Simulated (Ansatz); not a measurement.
# Structure relaxation, TiB$_{2}$

The start is a relaxed TiB2 cell, doubled along one cell vector, shaken by Gaussian noise of σ = 0.08 Å a coordinate. The cell and all atomic positions are relaxed at zero pressure with r2SCAN (plane waves to 500 eV, PAW, scalar-relativistic; Ansatz, an electronic-structure program). The first steps use a coarse 9×5×7 k-mesh.

The start:
```
TiB2
1.0
    3.02495     0.00000     0.00000
   -3.02495     5.23937     0.00000
    0.00000     0.00000     3.22392
B Ti
4 2
Direct
  0.33139   0.34625   0.04173
  0.33612   0.85242   0.93884
  0.69028   0.16422   0.01043
  0.64179   0.64412   0.96566
  0.97330   0.01274   0.49514
  0.02103   0.49149   0.48798
```

Initial pressure: +8 GPa (positive: the cell is compressed)
Energy released: 0.21 eV/atom
Shortest distances (start → end): The closest pairs of elements (up to four, under 3.6 Å), start → end: B–B 1.58 → 1.75 Å; B–Ti 2.13 → 2.38 Å; Ti–Ti 2.83 → 3.02 Å
Band gap at the end: no gap (metallic)
Optimiser moves: 7

The end point of the relaxation:

Space group P6/mmm (No. 191); a = b = 3.0249 Å, c = 3.2238 Å, α = β = 90.00°, γ = 120.00°

```json
[
 {"atom": "B", "site": "2d", "symmetry": "-6m2", "x": "0.3333", "y": "0.6667", "z": "0.5000"},
 {"atom": "Ti", "site": "1a", "symmetry": "6/mmm", "x": "0.0000", "y": "0.0000", "z": "0.0000"}
]
```

Final values are on a 18×18×14 k-mesh of the relaxed cell. No spin polarisation in the result.

The first start was generated by a random draw of sites in a space group. A measured structure of TiB2 has the same space group, P6/mmm (No. 191); the sites were not compared with it.
